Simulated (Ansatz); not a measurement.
TlCl₃:
```yaml
crystal:
  lattice:
    - [3.25228, 5.62080, 0.00000]
    - [-3.25228, 5.62080, 0.00000]
    - [-2.10202, 0.00000, 5.72036]
  atoms:
    - { symbol: Tl, position: [0.16645, 0.16645, 0.00000] }
    - { symbol: Tl, position: [0.83355, 0.83355, 0.00000] }
    - { symbol: Cl, position: [0.58267, 0.07164, 0.25530] }
    - { symbol: Cl, position: [0.41733, 0.92836, 0.74470] }
    - { symbol: Cl, position: [0.07164, 0.58267, 0.74470] }
    - { symbol: Cl, position: [0.92836, 0.41733, 0.25530] }
    - { symbol: Cl, position: [0.23292, 0.76708, 0.26156] }
    - { symbol: Cl, position: [0.76708, 0.23292, 0.73844] }
```

This is the LDA-relaxed structure. Tensor components refer to the Cartesian frame of this cell.

Task: All from DFT-LDA in the program Ansatz with PAW potentials, unless another level is named. Predict the Hill bulk and shear moduli.

Result: 15.3 and 7.1 GPa.

Task: Give the elastic constants (relaxed ions, GPa).

Result: C11 = 28.3, C22 = 30.3, C33 = 23.3, C12 = 15.5, C13 = 6.7, C23 = 7.4, C44 = 6.7, C55 = 6.3, C66 = 6.6, C15 = 0.7, C25 = -2.0, C35 = -0.9, C46 = -1.6.

Space group C2/m. The workflow started from a Materials Project entry (that database holds measured and hypothetical structures alike); the Crystallography Open Database copy checked does not list it. Whether it is the stable phase at ambient conditions was not checked. The cell was relaxed with LDA under the symmetry of its start; whether a distortion lowers the energy is not shown. A crystal of weakly bound layers computed without a dispersion correction: the cell and the soft elastic constants depend strongly on that. Spin–orbit coupling is left out wherever it is not named.

Potentials: the later of the program's two PAW sets.
